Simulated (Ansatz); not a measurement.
Cu (dhcp (α-La type), P6_3/mmc) under volume change, plane-wave PAW r²SCAN (Ansatz code), shape and atoms relaxed at each volume.

```
V (Å³/atom)  E − E(relaxed) (meV/atom)  P (GPa)
-----------  -------------------------  -------
10.417                             [?]      [?]
10.760                            23.6    11.74
11.103                             5.5     5.34
11.447                             0.0     0.00
11.790                             [?]      [?]
12.134                            18.5    -8.14
12.477                            39.4   -11.22
```

**Question.** What belongs in the gaps?

**Answer.** 
- 11.790, E − E(relaxed) (meV/atom): 4.9
- 11.790, P (GPa): -4.44
- 10.417, E − E(relaxed) (meV/atom): 56.8
- 10.417, P (GPa): 19.42

**Question.** What does a third-order Birch–Murnaghan fit give for V₀, B₀ and B′?

**Answer.** V₀ = 11.45 Å³/atom, B₀ = 162 GPa, B′ = 5.1.

The workflow started from a Materials Project entry (that database holds measured and hypothetical structures alike); the Crystallography Open Database copy checked does not list it. It is not the phase usual at ambient conditions (space group No. 225). The r²SCAN relaxation kept the symmetry of its start; of distortions, only those at the zone centre were tested. The run is not spin-polarised.

Potentials: the later of the program's two PAW sets.
